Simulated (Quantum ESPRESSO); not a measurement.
# ZrRh3HfW2Sn: different elements on one site, starting from this cell

Computed values, not a measurement. The program is pw.x of Quantum ESPRESSO 7.5 (plane-wave density functional theory). The cell is made up: eight metal atoms on a hexagonal close-packed lattice, with elements, volume, strain and displacements drawn at random and not relaxed, so it may be unstable or far from any real phase. PseudoDojo standard norm-conserving files set the functional (PBE unless stated); there is no spin polarisation or spin-orbit coupling, the Fermi-Dirac width of 0.25 eV means electrons at about 2900 K, and the masses in the input are unused placeholders. The tin pseudopotential is less sure than most, with forces differing by about three percent from a second method on plain tin. Heavy elements are run without spin-orbit coupling, which real alloys of them have. A spin test at this wide smearing found no moment, but such smearing suppresses magnetism that the real alloy may have.

The runs put different elements on site 3. Cell, positions, cutoff, mesh and smearing stay as in the input of run 1; sites are counted in its order. Stress in the tables is positive in tension.

Input of run 1:

```
&control calculation='scf', pseudo_dir='./dojo.nc.sr.pbe.v0_5.standard.upf', outdir='./o', disk_io='medium', tprnfor=.true., tstress=.true. /
&system ibrav=0, nat=8, ntyp=5, nbnd=76, ecutwfc=87.97787729, nosym=.true., tot_charge=0,
 occupations='smearing', smearing='fd', degauss=0.0183746611
/
&electrons conv_thr=1.470e-08, electron_maxstep=70, mixing_beta=0.5 /
ATOMIC_SPECIES
Hf 1.0 Hf.upf
Rh 1.0 Rh.upf
Sn 1.0 Sn.upf
W 1.0 W.upf
Zr 1.0 Zr.upf
CELL_PARAMETERS angstrom
2.9365 0.0103 0.0279
1.4157 -2.4152 -4.4876
1.4513 7.5078 -4.6215
ATOMIC_POSITIONS angstrom
Zr 0.011 0.0156 0.0057
Rh 1.5245 2.5007 -4.5333
Hf 1.5174 -0.9182 -2.2778
Rh 2.825 1.814 -6.88
W 2.8925 5.0995 -4.583
W 2.8967 0.0977 -4.4728
Sn 2.9528 1.7789 -2.2213
Rh 4.2827 4.1797 -6.8673
K_POINTS automatic
8 5 3 1 1 1
```

```
run  elements on sites 1 to 8  -TS (eV)  pressure (GPa)  stress xx (GPa)  stress yy (GPa)  stress zz (GPa)  stress yz (GPa)  stress xz (GPa)  stress xy (GPa)  iterations
  1     Zr Rh Hf Rh W W Sn Rh    -1.572           10.81            -6.87            -9.29           -16.27            -2.87             0.63             0.33          21
  2     Zr Rh Rh Rh W W Sn Rh    -1.603           -0.48             2.38             0.53            -1.46            -2.69             0.97             0.75          20
  3     Zr Rh Al Rh W W Sn Rh    -1.403            2.23            -0.05            -1.39            -5.24            -5.02             1.01             0.43          17
  4     Zr Rh Zr Rh W W Sn Rh    -1.590           11.15            -7.34            -9.95           -16.15            -2.51             0.50             0.42          21
  5     Zr Rh Au Rh W W Sn Rh    -1.469            5.67            -3.53            -4.68            -8.81            -3.59             1.18             0.57          21
```

Forces Fx Fy Fz (eV/Å):

| site | run 1 | run 2 | run 3 | run 4 | run 5 |
| --- | --- | --- | --- | --- | --- |
| 1 | -0.35 -0.68 1.03 | -0.24 -0.85 0.53 | -0.23 -1.13 -0.03 | -0.34 -0.55 1.21 | -0.21 -1.20 0.22 |
| 2 | -0.37 0.06 -0.62 | -0.35 0.14 -0.59 | -0.38 0.03 -0.58 | -0.37 0.07 -0.63 | -0.37 0.15 -0.63 |
| 3 | 0.17 0.24 -0.08 | -0.26 0.60 0.08 | -0.07 -0.43 0.22 | 0.20 0.28 -0.14 | -0.40 0.30 0.55 |
| 4 | 0.26 0.14 -0.02 | 0.22 0.45 0.16 | 0.24 0.37 0.07 | 0.25 0.11 -0.01 | 0.22 0.43 0.13 |
| 5 | -0.09 -2.58 0.94 | 0.07 -2.26 -0.06 | 0.03 -2.10 0.41 | -0.09 -2.60 0.92 | 0.05 -2.36 0.56 |
| 6 | 0.04 2.15 -1.06 | 0.13 1.37 0.55 | 0.16 1.63 0.51 | -0.01 2.20 -1.14 | 0.25 1.89 0.03 |
| 7 | 0.03 1.43 -1.47 | 0.03 0.68 -1.53 | 0.01 1.25 -1.48 | 0.04 1.46 -1.48 | 0.04 1.29 -1.61 |
| 8 | 0.31 -0.77 1.29 | 0.40 -0.13 0.86 | 0.23 0.38 0.87 | 0.33 -0.96 1.27 | 0.41 -0.50 0.76 |

Energies are left out, as each element's file has its own zero. A rerun of one cell of this series at a higher cutoff and on a denser mesh moved values by no more than 0.005 eV in energy, 0.10 GPa in stress and 0.005 eV/Å in force, and a second program with other atomic files agreed on that cell to 2 % rms in force and 0.5 GPa in pressure.